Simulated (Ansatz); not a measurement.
Ansatz input file:

```yaml
crystal:
  lattice:
    - [7.6671877233, 0.0, 0.0]
    - [0.0, 7.6671877233, 0.0]
    - [0.0, 0.0, 29.3972849274]
  atoms:
    - { symbol: Si, position: [0.5, 0.25, 0.3004149672] }
    - { symbol: Si, position: [0.5, 0.75, 0.3004149672] }
    - { symbol: Si, position: [0.0, 0.25, 0.3004149672] }
    - { symbol: Si, position: [0.0, 0.75, 0.3004149672] }
    - { symbol: Si, position: [0.5, 0.5, 0.3465205893] }
    - { symbol: Si, position: [0.5, 0.0, 0.3465205893] }
    - { symbol: Si, position: [0.0, 0.5, 0.3465205893] }
    - { symbol: Si, position: [0.0, 0.0, 0.3465205893] }
    - { symbol: Si, position: [0.75, 0.5, 0.3926262113] }
    - { symbol: Si, position: [0.75, 0.0, 0.3926262113] }
    - { symbol: Si, position: [0.25, 0.5, 0.3926262113] }
    - { symbol: Si, position: [0.25, 0.0, 0.3926262113] }
    - { symbol: Si, position: [0.7571851402, 0.7499937052, 0.4365967295] }
    - { symbol: Si, position: [0.7573514574, 0.2499864724, 0.436561161] }
    - { symbol: Si, position: [0.2565573512, 0.7499982528, 0.4408279543] }
    - { symbol: Si, position: [0.2565841202, 0.249992642, 0.4408027144] }
    - { symbol: Si, position: [-0.0014015939, 0.7500715203, 0.4852338251] }
    - { symbol: Si, position: [-0.001322744, 0.2499311284, 0.4852201221] }
    - { symbol: Si, position: [0.5148972715, 0.7501830416, 0.4851127095] }
    - { symbol: Si, position: [0.5150153124, 0.2499225645, 0.4850167975] }
    - { symbol: Si, position: [0.9152306369, 3.9987e-05, 0.5262672416] }
    - { symbol: Si, position: [0.9152577403, 0.4999478226, 0.5262120651] }
    - { symbol: Si, position: [0.5979914797, 0.0001388641, 0.5261712164] }
    - { symbol: Si, position: [0.598053262, 0.4999416365, 0.5259987213] }
    - { symbol: H, position: [0.3114131652, 0.2500041486, 0.28715667] }
    - { symbol: H, position: [0.3115174754, 0.7500219314, 0.2871039009] }
    - { symbol: H, position: [0.8104204522, 0.2499739214, 0.288346161] }
    - { symbol: H, position: [0.8105187713, 0.7500547357, 0.2882881745] }
    - { symbol: H, position: [0.5906475295, 0.249975155, 0.2556147404] }
    - { symbol: H, position: [0.5907889495, 0.7500028121, 0.2556373306] }
    - { symbol: H, position: [0.0874638134, 0.249983447, 0.2551650892] }
    - { symbol: H, position: [0.0875854913, 0.7500203699, 0.2551864835] }
    - { symbol: Cl, position: [1.0055354587, -0.0005333974, 0.5924137499] }
    - { symbol: Cl, position: [1.0044263655, 0.4999905917, 0.5925034016] }
    - { symbol: Cl, position: [0.5072500623, 0.0017500815, 0.592371399] }
    - { symbol: Cl, position: [0.5074217663, 0.4989224002, 0.5922755747] }
basis:
  ecutwfc: 420
kpoints:
  mp_grid: { grid: [2, 2, 1] }
hamiltonian:
  xc: pbe
  dispersion: d3bj
scf:
  occupations: { method: gaussian, width: 0.05 }
output:
  forces: true
  eigenvalues: true
  write_density: true
  volumetric_format: npy
efield:
  axis: 3
  dipole_correction: true
  ramp_width: 0.04
```

Launched with
```bash
ansatz run input.yaml --threads 4 --pin off --max-ram 10240MiB --backend cpu --events-out ev --progress --plain --runs-dir out
```

Level of theory: DFT PBE+D3(BJ), scalar-relativistic, plane waves, PAW in Ansatz 0.2.0.

From the run's log, abridged:

```
Pseudopotentials: kind: paw
Pseudopotential: Si, paw, valence charge 4, recommended cutoff 420 eV (normal)
Pseudopotential: H, paw, valence charge 1, recommended cutoff 420 eV (normal)
Pseudopotential: Cl, paw, valence charge 7, recommended cutoff 420 eV (normal)
Functional definition: PBE
Crystal: 36 atoms, lattice volume = 1728.142 Å³
Basis set: ecut = 420 eV, 33751 PW (Γ), exchange–correlation on 108×108×400 points (8 copies of the dense FFT grid, shifted against one another)
Bands: 102, of which v1, the nominal top of the filled ones, is band 66 counted from 1 (65 counted from 0)
Symmetry: 1 space group operations
Space group: P1 (ITA 1), of the structure as read, at distance tolerance 1.2e-4 Å
k-points: 4
Initial density: superposition of atomic densities (neutral atoms: chi_scale 0, normalization atom), corrected by the library's trained network
Initial wavefunctions: pseudopotential atomic-orbital guess
Functional: x = pbe(κ = 0.804, μ = 0.21951497), c = pbe(β = 0.06672455)
SCF iter   1: F=—  HF=-19713.788962 eV  |F-HF|=—  |Δ(HF+E_count)|=         —  Δρ=1.60e-3  dr2=1.93e-1  ethr=1.77e-3  p=-0.472 e·Å  D=-4.95e-2 V/Å  ΔV_dip=1.45 eV  dr2_dipole=5.72e-2  V_vac-E_F(+/−)=5.43/3.98 eV  ⟨swp⟩=8.5  Hψ=2403  notcnv=0  defer=36
efield: sawtooth ramp at fractional position 0.9038 (placed from the atoms, in the widest stretch of the axis that holds none; the zero of the levels goes with the place), width 0.0400; the density the first Hamiltonian is built on has a dipole p = -0.472 e·Å; the dipole correction subtracts the counter field D = -4.95e-2 V/Å, which shifts the + side's vacuum level by +1.45 eV against the − side's; the planar-averaged density in the ramp window peaks in size at 2.4e-6 e/Å³
SCF iter   2: F=—  HF=-19713.791114 eV  |F-HF|=—  |Δ(HF+E_count)|=   2.15e-3  Δρ=1.03e-3  dr2=1.99e-1  ethr=1.46e-4  p=-0.247 e·Å  D=-2.58e-2 V/Å  ΔV_dip=0.76 eV  dr2_dipole=6.61e-2  V_vac-E_F(+/−)=5.26/4.50 eV  ⟨swp⟩=3.0  Hψ=668  notcnv=0  defer=117
SCF iter   3: F=—  HF=-19713.767402 eV  |F-HF|=—  |Δ(HF+E_count)|=   2.37e-2  Δρ=5.40e-4  dr2=1.31e-2  ethr=1.46e-4  p=-0.381 e·Å  D=-3.99e-2 V/Å  ΔV_dip=1.17 eV  dr2_dipole=3.16e-3  V_vac-E_F(+/−)=5.42/4.24 eV  ⟨swp⟩=2.0  Hψ=408  notcnv=0  defer=117
SCF iter   4: F=—  HF=-19713.768409 eV  |F-HF|=—  |Δ(HF+E_count)|=   1.01e-3  Δρ=2.09e-4  dr2=3.14e-3  ethr=9.89e-6  p=-0.354 e·Å  D=-3.71e-2 V/Å  ΔV_dip=1.09 eV  dr2_dipole=2.14e-7  V_vac-E_F(+/−)=5.38/4.29 eV  ⟨swp⟩=2.0  Hψ=610  notcnv=0  defer=116
SCF iter   5: F=—  HF=-19713.768386 eV  |F-HF|=—  |Δ(HF+E_count)|=   2.33e-5  Δρ=6.94e-5  dr2=8.64e-5  ethr=2.38e-6  p=-0.353 e·Å  D=-3.69e-2 V/Å  ΔV_dip=1.09 eV  dr2_dipole=1.10e-6  V_vac-E_F(+/−)=5.41/4.32 eV  ⟨swp⟩=2.0  Hψ=423  notcnv=0  defer=116
SCF iter   6: F=—  HF=-19713.768437 eV  |F-HF|=—  |Δ(HF+E_count)|=   5.05e-5  Δρ=2.53e-5  dr2=1.56e-5  ethr=6.55e-8  p=-0.352 e·Å  D=-3.68e-2 V/Å  ΔV_dip=1.08 eV  dr2_dipole=1.46e-7  V_vac-E_F(+/−)=5.41/4.32 eV  ⟨swp⟩=2.0  Hψ=553  notcnv=0  defer=116
SCF iter   7: F=—  HF=-19713.768448 eV  |F-HF|=—  |Δ(HF+E_count)|=   1.17e-5  Δρ=7.03e-6  dr2=1.68e-6  ethr=1.19e-8  p=-0.352 e·Å  D=-3.69e-2 V/Å  ΔV_dip=1.08 eV  dr2_dipole=3.32e-8  V_vac-E_F(+/−)=5.41/4.33 eV  ⟨swp⟩=2.0  Hψ=524  notcnv=0  defer=116
SCF iter   8: F=—  HF=-19713.768449 eV  |F-HF|=—  |Δ(HF+E_count)|=   1.03e-6  Δρ=2.58e-6  dr2=1.48e-7  ethr=1.27e-9  p=-0.352 e·Å  D=-3.68e-2 V/Å  ΔV_dip=1.08 eV  dr2_dipole=1.14e-9  V_vac-E_F(+/−)=5.41/4.33 eV  ⟨swp⟩=2.0  Hψ=473  notcnv=0  defer=116
SCF iter   9: F=-19713.768450 eV  HF=-19713.768450 eV  |F-HF|=2.04e-8  |Δ(HF+E_count)|=   2.57e-7  Δρ=7.52e-7  dr2=1.41e-8  ethr=7.58e-11  p=-0.352 e·Å  D=-3.68e-2 V/Å  ΔV_dip=1.08 eV  dr2_dipole=8.01e-18  V_vac-E_F(+/−)=5.41/4.33 eV  ⟨swp⟩=21.0  Hψ=3110  notcnv=0
SCF 1 converged in 9 iterations: F = -19713.768450 eV  dr2 = 1.41e-8
SCF converged after 9 iterations
Free energy (F): -19713.768450 eV
Harris-Foulkes:  -19713.768450 eV  (|F-HF|=2.04e-8)
Internal energy: -19713.768450 eV  (E = F + TS)
E sigma→0 (E₀):  -19713.768450 eV
Fermi energy:    -1.150149 eV
Dipole field:    D = -0.036833 V/Å  (p = -0.351764 e·Å, saw-weighted, corrected)
Work function:   Φ+ = 5.4087 eV   Φ− = 4.3259 eV
Levels:          The Fermi level and band energies are counted from a zero that moves with the ramp; work functions are not
--- Per-component energies (eV) ---
  E_band       = -904.989088
  E_kinetic    = 1726.587921
  E_local      = -53364.462298  (includes V_loc(G=0)·N_el)
  E_nonlocal   = 749.332552
  E_hartree    = 25866.718265
  E_xc         = -1823.156588
  E_vxc        = -1699.915329  (∫ρ·V_xc dr)
  E_paw        = -14948.991909  (= ΣΔE_a)
  E_vpaw       = -52.833409  (= ΣTr[D̂ρ^β])
  E_aug_tail   = -0.009424  (compensation charges beyond the density's cutoff)
  E_efield     = 0.006478  (sawtooth field / dipole correction)
  E_vefield    = 2.878430  (∫n·V_field dr)
  E_ewald      = 22087.087760
  E_disp       = -6.881206  (pairwise vdW)
  E_smearing   =  0.000000  (= −TS)
--- Forces (eV/Å), atoms counted from 1 ---
  atom   1  Si    -0.78400872    -0.00062136     0.24954896
  atom   2  Si    -0.77985578     0.00071695     0.24996962
  atom   3  Si    -0.64651582    -0.00138744     0.28311931
  atom   4  Si    -0.64283366     0.00146694     0.28328164
  atom   5  Si     0.73469133    -0.00037909    -0.18959882
  atom   6  Si     0.73454593     0.00019909    -0.18911172
  atom   7  Si     0.63477738     0.00289837    -0.20710484
  atom   8  Si     0.63548224    -0.00211725    -0.20673226
  atom   9  Si     0.02075743     0.00184951    -0.55300477
  atom  10  Si     0.02342199    -0.00412629    -0.55565199
  atom  11  Si     0.03494260     0.00125689     0.43867481
  atom  12  Si     0.03357015    -0.00213855     0.43673980
  atom  13  Si    -0.00245398     0.00454769     0.00521276
  atom  14  Si    -0.00625528    -0.00147060     0.00516849
  atom  15  Si     0.00105614     0.00394564    -0.03362645
  atom  16  Si     0.00302647    -0.00235790    -0.03316577
  atom  17  Si    -0.00386653    -0.00246331     0.02175680
  atom  18  Si    -0.00149914     0.00278998     0.02589221
  atom  19  Si     0.00916901    -0.00411412     0.02322054
  atom  20  Si     0.01344667    -0.00185603     0.01886940
  atom  21  Si    -0.01442370    -0.00638070    -0.10378836
  atom  22  Si    -0.01471042     0.00489724    -0.08762244
  atom  23  Si    -0.00376445     0.01039594    -0.06735151
  atom  24  Si    -0.01215024    -0.00454289    -0.03216014
  atom  25  H      0.00296317     0.00012072     0.00145987
  atom  26  H     -0.00097953    -0.00040326     0.00151758
  atom  27  H      0.00207085     0.00055801    -0.00013856
  atom  28  H     -0.00117354    -0.00073112     0.00043289
  atom  29  H     -0.00047095     0.00037097     0.00365267
  atom  30  H      0.00045897    -0.00024739     0.00295956
  atom  31  H     -0.00114042     0.00052225     0.00497925
  atom  32  H      0.00083159    -0.00045921     0.00308003
  atom  33  Cl     0.01988636     0.00437571     0.07804805
  atom  34  Cl     0.01977127    -0.00196622     0.05974498
  atom  35  Cl    -0.00649040    -0.01488836     0.04048989
  atom  36  Cl    -0.00226217     0.01173905     0.02121275
--- Band table (eV) ---
  k-point 0: bands = ["-17.2189", "-17.0915", "-17.0546", "-16.9424", "-13.0770", "-12.1925", "-11.2074", "-11.1840", "-11.1265", "-11.1149", "-10.7079", "-10.6450", "-10.4219", "-10.1045", "-9.2948", "-9.1339", "-9.0971", "-9.0103", "-8.9982", "-8.9725", "-8.4446", "-7.9797", "-7.8865", "-7.8051", "-7.6133", "-7.2520", "-7.1104", "-6.7685", "-6.6280", "-6.2222", "-5.8225", "-5.7141", "-5.5965", "-5.4728", "-5.3839", "-5.3338", "-5.0668", "-5.0088", "-4.9004", "-4.7067", "-4.7033", "-4.5323", "-4.5046", "-4.3615", "-4.1784", "-4.1627", "-3.9928", "-3.9871", "-3.9763", "-3.8179", "-3.7640", "-3.7100", "-3.4775", "-3.3084", "-3.1623", "-2.9704", "-2.9533", "-2.9150", "-2.5832", "-2.5695", "-2. ...
  k-point 1: bands = ["-17.1609", "-17.1512", "-17.0049", "-16.9935", "-12.5468", "-12.5457", "-11.7075", "-11.7070", "-10.6528", "-10.6516", "-10.5876", "-10.5869", "-10.3205", "-10.3194", "-10.1385", "-10.1375", "-9.2774", "-9.2753", "-7.9511", "-7.9506", "-7.8415", "-7.8409", "-7.4492", "-7.4430", "-7.3608", "-7.3597", "-6.7121", "-6.7120", "-6.4202", "-6.4163", "-5.8056", "-5.8015", "-5.5561", "-5.5517", "-5.2245", "-5.2221", "-5.0947", "-5.0886", "-4.9396", "-4.9349", "-4.5149", "-4.5134", "-4.4123", "-4.4107", "-4.2786", "-4.2758", "-4.2383", "-4.2306", "-4.1191", "-4.1175", "-4.0610", "-4.0516", "-3.9057", "-3.9045", "-3.5523", "-3.5512", "-3.2559", "-3.2547", "-3.0547", "-3.0538", "- ...
  k-point 2: bands = ["-17.1809", "-17.0952", "-17.0564", "-16.9795", "-12.7291", "-12.3713", "-11.8549", "-11.3978", "-10.8239", "-10.6290", "-10.5491", "-10.5402", "-10.4438", "-10.1511", "-10.0254", "-9.9913", "-9.9556", "-8.5431", "-8.4547", "-8.3582", "-7.8152", "-7.7192", "-7.6520", "-7.6037", "-7.5880", "-7.3069", "-6.3614", "-6.2714", "-6.1926", "-6.0116", "-5.7395", "-5.7302", "-5.6909", "-5.3971", "-5.3231", "-5.2035", "-5.1750", "-5.1154", "-5.0493", "-4.8944", "-4.8340", "-4.8294", "-4.4707", "-4.4674", "-4.4587", "-4.4239", "-4.3709", "-4.2937", "-4.2177", "-4.0900", "-3.9526", "-3.9293", "-3.8703", "-3.5984", "-3.2935", "-3.2866", "-3.2349", "-3.2101", "-3.1668", "-2.9872", "-2 ...
  k-point 3: bands = ["-17.1237", "-17.1152", "-17.0443", "-17.0318", "-12.1909", "-12.1897", "-11.8481", "-11.8471", "-11.3584", "-11.3580", "-10.9327", "-10.9323", "-10.1206", "-10.1192", "-9.7410", "-9.7406", "-8.8445", "-8.8423", "-8.5350", "-8.5329", "-7.6671", "-7.6668", "-7.3521", "-7.3481", "-6.3532", "-6.3519", "-6.3342", "-6.3308", "-6.1027", "-6.0991", "-5.7290", "-5.7264", "-5.4979", "-5.4961", "-5.3726", "-5.3691", "-5.1260", "-5.1218", "-5.0380", "-5.0359", "-4.9577", "-4.9542", "-4.7829", "-4.7755", "-4.7619", "-4.7559", "-4.4094", "-4.4040", "-4.3677", "-4.3655", "-4.1873", "-4.1798", "-3.8701", "-3.8686", "-3.7303", "-3.7290", "-3.6479", "-3.6464", "-3.2172", "-3.2161", "-2. ...
```

Self-consistency was reached.

It took 12 s on 4 threads of Intel(R) Xeon(R) Platinum 8488C (Sapphire Rapids) (shared host), peak memory 4.1 GiB.